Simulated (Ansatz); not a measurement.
Input, command and steps of an Ansatz relaxation.

```yaml
crystal:
  lattice:
    - [4.9459895272, 0.0, 0.0]
    - [0.0, 4.9459895272, 0.0]
    - [0.0, 0.0, 4.9459895272]
  atoms:
    - { symbol: Cr, position: [0.0, 0.0, 0.0], spin: 4.91 }
    - { symbol: Te, position: [0.0, 0.5, 0.5], spin: -0.18 }
    - { symbol: Te, position: [0.5, 0.0, 0.5], spin: -0.18 }
    - { symbol: Te, position: [0.5, 0.5, 0.0], spin: -0.18 }
    - { symbol: P, position: [0.5, 0.5, 0.5] }
basis:
  ecutwfc: 500
kpoints:
  mp_grid: { grid: [4, 4, 4] }
hamiltonian:
  xc: r2scan
scf:
  occupations: { method: gaussian, width: 0.1 }
  lower_state_search: "off"
output:
  forces: true
  stress: true
  eigenvalues: true
  populations: true
magnetization:
  spin_polarized: true
relax:
  adjacent_minimum: "off"
  f_tol: 0.04
  max_steps: 70
  cell: { stress_tol: 0.4 }
```

```bash
ansatz run input.yaml --threads 1 --pin off --max-ram 2560MiB --backend cpu --events-out ev --progress --plain --runs-dir out
```

Level of theory: DFT r2SCAN, scalar-relativistic, plane waves, PAW in Ansatz.

Of 5 frames 5 are shown, positions in Å and forces in eV/Å; the SCF threshold varies from step to step. Steps run on the plane waves of an earlier cell, with a Pulay correction in the pressure. The basis is chosen afresh for the last frame, the zero of the energies, and at times for earlier ones too; energy and pressure step there, also at an unchanged geometry.

```xyz
5
Lattice="4.9460 0.0000 0.0000 0.0000 4.9460 0.0000 0.0000 0.0000 4.9460" Properties=species:S:1:pos:R:3:forces:R:3 pbc="T T T" step=1 free_energy_over_end_meV_per_atom=172.34 pressure_GPa=12.78
Cr    0.0000    0.0000    0.0000    0.0000    0.0000    0.0000
Te    0.0000    2.4730    2.4730    0.0000    0.0000    0.0000
Te    2.4730    0.0000    2.4730    0.0000    0.0000    0.0000
Te    2.4730    2.4730    0.0000    0.0000    0.0000    0.0000
P     2.4730    2.4730    2.4730    0.0000    0.0000    0.0000
5
Lattice="5.1871 0.0000 0.0000 0.0000 5.1871 0.0000 0.0000 0.0000 5.1871" Properties=species:S:1:pos:R:3:forces:R:3 pbc="T T T" step=2 free_energy_over_end_meV_per_atom=10.76 pressure_GPa=2.37
Cr    0.0000    0.0000    0.0000    0.0000    0.0000    0.0000
Te    0.0000    2.5936    2.5936    0.0000    0.0000    0.0000
Te    2.5936    0.0000    2.5936    0.0000    0.0000    0.0000
Te    2.5936    2.5936    0.0000    0.0000    0.0000    0.0000
P     2.5936    2.5936    2.5936    0.0000    0.0000    0.0000
5
Lattice="5.2489 0.0000 0.0000 0.0000 5.2489 0.0000 0.0000 0.0000 5.2489" Properties=species:S:1:pos:R:3:forces:R:3 pbc="T T T" step=3 free_energy_over_end_meV_per_atom=1.84 pressure_GPa=0.58
Cr    0.0000    0.0000    0.0000    0.0000    0.0000    0.0000
Te    0.0000    2.6244    2.6244    0.0000    0.0000    0.0000
Te    2.6244    0.0000    2.6244    0.0000    0.0000    0.0000
Te    2.6244    2.6244    0.0000    0.0000    0.0000    0.0000
P     2.6244    2.6244    2.6244    0.0000    0.0000    0.0000
5
Lattice="5.2720 0.0000 0.0000 0.0000 5.2720 0.0000 0.0000 0.0000 5.2720" Properties=species:S:1:pos:R:3:forces:R:3 pbc="T T T" step=4 free_energy_over_end_meV_per_atom=1.25 pressure_GPa=-0.02
Cr    0.0000    0.0000    0.0000    0.0000    0.0000    0.0000
Te    0.0000    2.6360    2.6360    0.0000    0.0000    0.0000
Te    2.6360    0.0000    2.6360    0.0000    0.0000    0.0000
Te    2.6360    2.6360    0.0000    0.0000    0.0000    0.0000
P     2.6360    2.6360    2.6360    0.0000    0.0000    0.0000
5
Lattice="5.2720 0.0000 0.0000 0.0000 5.2720 0.0000 0.0000 0.0000 5.2720" Properties=species:S:1:pos:R:3:forces:R:3 pbc="T T T" step=5 free_energy_over_end_meV_per_atom=0.00 pressure_GPa=0.00
Cr    0.0000    0.0000    0.0000    0.0000    0.0000    0.0000
Te    0.0000    2.6360    2.6360    0.0000    0.0000    0.0000
Te    2.6360    0.0000    2.6360    0.0000    0.0000    0.0000
Te    2.6360    2.6360    0.0000    0.0000    0.0000    0.0000
P     2.6360    2.6360    2.6360    0.0000    0.0000    0.0000
```

The start puts this composition into another compound's structure type, which needn't suit it. At the end the space group is Pm-3m (tolerance 0.05 Å).

The run took 2.4 min on 1 thread of Arm Neoverse V1, with other jobs on the host, peak memory 0.78 GiB.

The state reached may not be the lowest one. The k mesh is coarse. Spin-orbit coupling is left out, which matters for the bands of heavy elements. The cell holds one magnetic atom, so it can only be ferromagnetic; an antiferromagnetic order may lie lower.